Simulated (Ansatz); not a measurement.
Pt (fcc, Cu type)

```yaml
crystal:
  lattice:
    - [0.00000, 1.95913, 1.95913]
    - [1.95913, 0.00000, 1.95913]
    - [1.95913, 1.95913, 0.00000]
  atoms:
    - { symbol: Pt, position: [0.00000, 0.00000, 0.00000] }
```

The slice is a {100} plane (indices of the conventional cell) through the point (0.000, 0.000, 0.000) (fractional), spanned by u = [100] and v = [0 1 -1] in vectors of this cell: u (2.77 Å) and v (2.77 Å, at 90° to u). It covers one period; positions are fractions (u, v).

Method: PBEsol (plane waves to 420 eV, PAW, scalar-relativistic; Ansatz, a quantum-chemistry and plane-wave program). k mesh 20×20×20. Inside the PAW spheres the values are not all-electron values, and peaks at nuclei hang on which shells count as valence. Pt is run without spin polarisation. Pt was relaxed with its symmetry unable to fall. Spin-orbit coupling is left out, though Pt is heavy.

What is the ELF at the midpoint of the shortest Pt–Pt line in this plane (2.77 Å)?

0.29.

What is the valence density on the shortest Pt–Pt line in this plane (2.77 Å), at its midpoint?

0.38 e/Å³.

Sketch the electrostatic potential energy of an electron, from the cell's mean on this plane as a map.


```
|xxxxxxxxxxxxxxxx0033443300xxxxxxxxxxxxxx|
|xxxxxxxxxxxxxx00114455441100xxxxxxxxxxxx|
|xxxxxxxxxxxxxx00225555552200xxxxxxxxxxxx|
|xxxxxxxxxxxxxx00446666664400xxxxxxxxxxxx|
|xxxxxxxxxxxx003355777777553300xxxxxxxxxx|
|xxxxxxxxxx0022557788888877552200xxxxxxxx|
|xxxx0000003355778888998888775533000000xx|
|0000112244557788999999999988775544221100|
|3333445566778888999999999988887766554433|
|4444555566778899999999999999887766555544|
|3333445566778888999999999988887766554433|
|0000112244557788999999999988775544221100|
|xxxx0000003355778888998888775533000000xx|
|xxxxxxxxxx0022557788888877552200xxxxxxxx|
|xxxxxxxxxxxx003355777777553300xxxxxxxxxx|
|xxxxxxxxxxxxxx00446666664400xxxxxxxxxxxx|
|xxxxxxxxxxxxxx00225555552200xxxxxxxxxxxx|
|xxxxxxxxxxxxxx00114455441100xxxxxxxxxxxx|
|xxxxxxxxxxxxxxxx0033443300xxxxxxxxxxxxxx|
|xxxxxxxxxxxxxxxx0033443300xxxxxxxxxxxxxx|
```
Scale: ten equal steps from 7.00 (start of '0') to 15.80 (end of '9'), in the order '0123456789'. Values: electrostatic potential energy of an electron, from the cell's mean, in eV. The map has 20 points along u (two characters each, u = 0 at the left) and 20 along v (v = 0 in the bottom row). Points within 1 Å of a nucleus are blanked (x), as the pseudised field means little there. Values under 7 eV are set to 7. The zero, the cell's mean, hangs on the PAW cores.
